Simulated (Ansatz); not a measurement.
TePb2S:
```cif
data_Pb6S3Te3
_chemical_formula_sum 'Te3 Pb6 S3'
_space_group_name_H-M_alt 'R-3m :H'
_space_group_IT_number 166
_space_group_name_Hall '-R 3 2"'
_cell_length_a 4.36263
_cell_length_b 4.36263
_cell_length_c 21.34051
_cell_angle_alpha 90.000
_cell_angle_beta 90.000
_cell_angle_gamma 120.000
loop_
_atom_site_label
_atom_site_type_symbol
_atom_site_symmetry_multiplicity
_atom_site_Wyckoff_symbol
_atom_site_fract_x
_atom_site_fract_y
_atom_site_fract_z
_atom_site_occupancy
Te1 Te 3 b 0.00000 0.00000 0.50000 1
Pb1 Pb 6 c 0.00000 0.00000 0.25879 1
S1 S 3 a 0.00000 0.00000 0.00000 1
```
(The calculation used a cell of 4 atoms; values per cell refer to that cell.)

This is the PBEsol-relaxed structure.

Q: All from plane-wave PAW PBEsol (Ansatz code), unless another level is named. Estimate the hole effective mass with spin–orbit coupling.

A: 0.063, 0.063, 0.18 mₑ (principal values).

Q: Predict the band gap.

A: 0.40 eV (smallest direct gap 0.43 eV).

Q: Predict the HSE06 gap on the PBEsol cell.

A: 0.87 eV.

Q: Predict the weight of the conduction-edge state by species (Voronoi cells).

A: Pb 62 %, S 21 %, Te 17 %.

The first step of the workflow began from a Materials Project structure, measured or hypothetical; the Crystallography Open Database copy checked does not list it. Whether it is the stable phase at ambient conditions was not checked. The PBEsol relaxation kept the symmetry of its start; of distortions, only those at the zone centre were tested. Scalar-relativistic: spin–orbit coupling is off unless named, which matters more the heavier the elements.

Potentials: the later of the program's two PAW sets.
